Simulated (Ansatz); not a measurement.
Zr2TlC:
```
Zr2TlC
1.0
    3.34567     0.00000     0.00000
   -1.67283     2.89743     0.00000
    0.00000     0.00000    14.90965
Zr Tl C
4 2 2
Direct
  0.33333   0.66667   0.58194
  0.66667   0.33333   0.41806
  0.66667   0.33333   0.08194
  0.33333   0.66667   0.91806
  0.33333   0.66667   0.25000
  0.66667   0.33333   0.75000
  0.00000   0.00000   0.00000
  0.00000   0.00000   0.50000
```

Relaxed with PBEsol. Special points in fractions of this cell's reciprocal vectors: Γ (0.000, 0.000, 0.000); M (0.500, 0.000, 0.000); K (0.333, 0.333, 0.000); A (0.000, 0.000, 0.500); L (0.500, 0.000, 0.500); H (0.333, 0.333, 0.500).

Question: List the band energies nearest the Fermi level at these points for the program Ansatz at the PBEsol with spin–orbit coupling level (PAW).

Answer: In eV from the Fermi level; about four levels below and three above (degenerate sets whole), none deeper than 8.9 eV; points with the same levels are listed once.

```tsv
k	below	above
Γ	-2.21 -2.21 -1.50 -1.50	0.61 0.61 0.84 0.84
M	-0.65 -0.65 -0.61 -0.61	2.59 2.59 2.80 2.80
K	-0.56 -0.56 -0.22 -0.22	0.10 0.10 1.33 1.33
A	-1.85 -1.85 -1.85 -1.85	0.74 0.74 0.74 0.74
L	-0.63 -0.63 -0.63 -0.63	2.86 2.86 2.86 2.86
H	-0.48 -0.48 -0.11 -0.11	0.74 0.74 0.83 0.83
```

Space group P6_3/mmc. The workflow started from a Materials Project entry (that database holds measured and hypothetical structures alike); the Crystallography Open Database copy checked does not list it. Its standing as an ambient phase is unchecked. The PBEsol relaxation kept the symmetry of its start; whether a distortion lowers the energy is not shown. The run is not spin-polarised.

Potentials: the earlier of the program's two PAW sets. The files were generated under PBE; for other functionals the program regenerates the frozen cores, and for LDA and PBEsol the local potential too.
